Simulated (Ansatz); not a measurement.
Ansatz (a program for electronic structure) input:

Ansatz 0.2 input:
```yaml
crystal:
  lattice:
    - [0.0, 2.1167971224, 2.1167971224]
    - [2.1167971224, 0.0, 2.1167971224]
    - [2.1167971224, 2.1167971224, 0.0]
  atoms:
    - { symbol: Li, position: [0.0, 0.0, 0.0] }
kpoints:
  mp_grid: { grid: [20, 20, 20] }
hamiltonian:
  xc: lda
  pseudopotentials: { kind: paw }
scf:
  occupations: { method: fermi_dirac, width: 0.1 }
phonons:
  method: dfpt
  response_accuracy: low
  qmesh: [5, 5, 5]
  interpolated_qmesh: [22, 22, 22]
  dielectric: false
  rigid_motions: translations
  temperatures: { t_max: 1000, t_step: 50 }
  qpath:
    path:
      - [[0.0, 0.0, 0.0], [0.5, 0.0, 0.5], [0.625, 0.25, 0.625]]  # Γ-X-U
      - [[0.375, 0.375, 0.75], [0.0, 0.0, 0.0], [0.5, 0.5, 0.5], [0.5, 0.25, 0.75], [0.5, 0.0, 0.5]]  # K-Γ-L-W-X
    npoints: 13
```

Output (shortened):

```
Pseudopotential: Li, paw, valence charge 3
Functional definition: SPW92
Crystal: 1 atoms, lattice volume = 18.970 Å³
Basis set: ecut = 420 eV, 339 PW (Γ), exchange–correlation on 48×48×48 points (8 copies of the dense FFT grid, shifted against one another)
Bands: 6, of which v1, the nominal top of the filled ones, is band 2 counted from 1 (1 counted from 0)
Symmetry: 48 space group operations
k-points: 256 of 8000
SCF iter   1: F=—  HF=-201.654782 eV  |F-HF|=—  |Δ(HF+E_count)|=         —  Δρ=4.59e-3  dr2=1.08e-3  ethr=1.77e-3  ⟨swp⟩=3.1  Hψ=11664  notcnv=0
preconditioner: auto → none
SCF iter   2: F=—  HF=-201.651088 eV  |F-HF|=—  |Δ(HF+E_count)|=   3.69e-3  Δρ=1.80e-3  dr2=1.68e-4  ethr=3.60e-5  ⟨swp⟩=2.1  Hψ=4058  notcnv=0
SCF iter   3: F=—  HF=-201.650470 eV  |F-HF|=—  |Δ(HF+E_count)|=   6.18e-4  Δρ=7.92e-5  dr2=1.46e-6  ethr=5.60e-6  ⟨swp⟩=2.0  Hψ=1938  notcnv=0
SCF iter   4: F=—  HF=-201.650470 eV  |F-HF|=—  |Δ(HF+E_count)|=   3.60e-7  Δρ=3.28e-6  dr2=2.10e-9  ethr=4.87e-8  ⟨swp⟩=1.0  Hψ=1531  notcnv=0
SCF iter   5: F=—  HF=-201.650470 eV  |F-HF|=—  |Δ(HF+E_count)|=   2.05e-7  Δρ=1.04e-7  dr2=1.05e-12  ethr=7.02e-11  ⟨swp⟩=1.6  Hψ=1702  notcnv=0
SCF iter   6: F=-201.650470 eV  HF=-201.650470 eV  |F-HF|=5.68e-14  |Δ(HF+E_count)|=  1.51e-12  Δρ=4.13e-9  dr2=1.12e-15  ethr=1.00e-12  ⟨swp⟩=2.6  Hψ=4491  notcnv=0
SCF 1 converged in 6 iterations: F = -201.650470 eV  dr2 = 1.12e-15
NSCF: frozen V_eff on 256 k-points
NSCF: frozen V_eff on 641 k-points
DFPT response loops at q = (0, 0, 0) (fractional): preconditioner auto → Kerker (q_TF=auto, 2.006 Å⁻¹) (partly filled bands, converged f_vac=0.000) …
NSCF: frozen V_eff on 8400 k-points
DFPT response loops at q = (0, 0, 0.2) (fractional): mixed as the last ones told, above
NSCF: frozen V_eff on 8400 k-points
DFPT response loops at q = (0, 0, 0.4) (fractional): mixed as the last ones told, above
NSCF: frozen V_eff on 4420 k-points
DFPT response loops at q = (0, 0.2, 0.2) (fractional): mixed as the last ones told, above
NSCF: frozen V_eff on 16000 k-points
DFPT response loops at q = (0, 0.2, 0.4) (fractional): mixed as the last ones told, above
NSCF: frozen V_eff on 16000 k-points
DFPT response loops at q = (0, 0.2, -0.4) (fractional): mixed as the last ones told, above
NSCF: frozen V_eff on 8400 k-points
DFPT response loops at q = (0, 0.2, -0.19999999999999996) (fractional): mixed as the last ones told, above
NSCF: frozen V_eff on 4420 k-points
DFPT response loops at q = (0, 0.4, 0.4) (fractional): mixed as the last ones told, above
NSCF: frozen V_eff on 8400 k-points
DFPT response loops at q = (0, 0.4, -0.4) (fractional): mixed as the last ones told, above
NSCF: frozen V_eff on 8400 k-points
DFPT response loops at q = (0.2, 0.4, -0.4) (fractional): mixed as the last ones told, above
WARN: on the 22×22×22 q-mesh 1 entry of the irreducible table, 1.127e-3 modes per cell, the lowest at -4.97 cm⁻¹, stands at or below zero and is read as no …
SCF converged after 6 iterations
Free energy (F): -201.650470 eV
Harris-Foulkes:  -201.650470 eV  (|F-HF|=5.68e-14)
Internal energy: -201.634858 eV  (E = F + TS)
E sigma→0 (E₀):  -201.642664 eV
Entropy (-TS):   -0.015612 eV (-15.612 meV/atom)
Fermi energy:    1.115431 eV
--- Per-component energies (eV) ---
  E_band       = -88.978806
  E_kinetic    = 21.401819
  E_local      = -129.730066  (includes V_loc(G=0)·N_el)
  E_nonlocal   = -33.061162
  E_hartree    = 38.348228
  E_xc         = -9.945413
  E_vxc        = -12.960172  (∫ρ·V_xc dr)
  E_paw        = -18.473447  (= ΣΔE_a)
  E_vpaw       = -11.325691  (= ΣTr[D̂ρ^β])
  E_aug_tail   = 0.000011  (compensation charges beyond the density's cutoff)
  E_ewald      = -70.174828
  E_smearing   = -0.015612  (= −TS)
  E_closure    = 0.000000  (closes the sum)
  Σ components = -201.650470   (vs F -201.650470, Δ=0.00e0)
  [band-id]    e_kinetic+e_local+e_nonlocal+2·e_hartree+e_vxc+e_vpaw+e_augmentation_tail = -88.978805   (vs E_band -88.978806, Δ=2.38e-7)
--- Band table (eV; the first three rows and the last of 256) ---
  k-point 0: bands = ["-44.3805", "-2.4684", "15.8992", "15.8992", "15.8992", "20.1396"]
  k-point 1: bands = ["-44.3799", "-2.4236", "15.3952", "15.7929", "15.7929", "19.5548"]
  k-point 2: bands = ["-44.3781", "-2.2889", "14.1357", "15.5290", "15.5290", "19.2997"]
  k-point 255: bands = ["-44.3460", "4.7069", "4.7069", "5.6732", "10.3806", "18.7803"]
--- Phonons (Γ-DFPT): 1 representative perturbation + reference (Σ response iterations 3) ---
  ASR residual: 7.298e-6 → 0.000e0 eV/Å²; symmetrization residual: 1.032e-13 eV/Å²
  ASR residual per site (eV/Å²): 7.30e-6
  Γ frequencies (cm⁻¹): 0.00 0.00 0.00
  non-analytic LO–TO correction: not included (Born effective charges unavailable; polar crystals …
--- Phonons (arbitrary-q DFPT): 10 irreducible q on the 5×5×5 mesh ---
  q = [0.0000, 0.0000, 0.0000] (star 1, of the zone-centre solve; hermiticity 1.75e-9, symmetrization 1.34e-8):  0.00  0.00 0.00
  q = [0.0000, 0.0000, 0.2000] (star 8, 1 solved perturbation on 4200 of 8000 k-point pairs; hermiticity 4.19e-14, symmetrization 5.94e-13): 73.40 73.40 197.75
  q = [0.0000, 0.0000, 0.4000] (star 8, 1 solved perturbation on 4200 of 8000 k-point pairs; hermiticity 4.21e-14, symmetrization 1.25e-13): 121.24 121.24 315.74
  q = [0.0000, 0.2000, 0.2000] (star 6, 2 solved perturbations in 3420 linear systems a pass and spin channel, the states on 2210 of 8000 k-point pairs; hermiticity 2.20e-13, symmetrization 2.69e-13): 135.06 135.06 170.36
  q = [0.0000, 0.2000, 0.4000] (star 24, 2 solved perturbations in 12200 linear systems a pass and spin channel, the states on 8000 of 8000 k-point pairs; hermiticity 1.04e-7, symmetrization 4.45e-14): 173.58 201.98 290.18
  q = [0.0000, 0.2000, -0.4000] (star 24, 2 solved perturbations in 12200 linear systems a pass and spin channel, the states on 8000 of 8000 k-point pairs; hermiticity 3.23e-7, symmetrization 3.54e-14): 149.50 243.94 322.90
  q = [0.0000, 0.2000, -0.2000] (star 12, 2 solved perturbations in 6410 linear systems a pass and spin channel, the states on 4200 of 8000 k-point pairs; hermiticity 1.39e-14, symmetrization 5.49e-14): 100.49 227.63 250.79
  q = [0.0000, 0.4000, 0.4000] (star 6, 2 solved perturbations in 3420 linear systems a pass and spin channel, the states on 2210 of 8000 k-point pairs; hermiticity 8.35e-14, symmetrization 3.34e-14): 234.10 234.10 334.16
  q = [0.0000, 0.4000, -0.4000] (star 12, 2 solved perturbations in 6410 linear systems a pass and spin channel, the states on 4200 of 8000 k-point pairs; hermiticity 2.90e-14, symmetrization 3.23e-14): 221.08 278.09 346.10
  q = [0.2000, 0.4000, -0.4000] (star 24, 3 solved perturbations on 4200 of 8000 k-point pairs; hermiticity 3.83e-7, symmetrization 1.65e-14): 216.48 295.26 317.82
  sum rule: each row above includes the acoustic sum rule's correction from the zone centre's row sums; it moved no ω² by more than (0.53 cm⁻¹)²
  mesh force constants: q→R imaginary residual 0.00e0; ASR residual 7.298e-6 → 0.000e0 eV/Å²; symmetrization residual 1.554e-15 eV/Å²
  interpolated dispersion: 80 rows × 3 modes
  density of states and harmonic sums: on the 22×22×22 q-mesh, interpolated from the force constants of a 5×5×5 supercell (no non-analytic term)
  largest difference from the sums on the solved wave vectors: F 5.22e-3 eV, S 7.17e-6 and C_V 1.95e-6 eV/K
  zero-point energy: 0.042158 eV/cell   skipped modes (ω ≤ 0): 4, of them read as no rigid motion or as one in doubt …
```

Cost: about 7 core-minutes (a rough figure) on shared cores.

Space group Fm-3m (fcc (Cu type)). The workflow started from a Materials Project entry (that database holds measured and hypothetical structures alike); the Crystallography Open Database files this formula in space group No. 225, but the cells were not matched. It is not the phase usual at ambient conditions (space group No. 229). The cell was relaxed with LDA under the symmetry of its start. As this level gives no gap, phonon frequencies hold no LO–TO term and depend on the k-mesh and smearing (Fermi–Dirac, 0.1 eV here).

Potentials: the later of the program's two PAW sets.

Ansatz is a plane-wave DFT program.
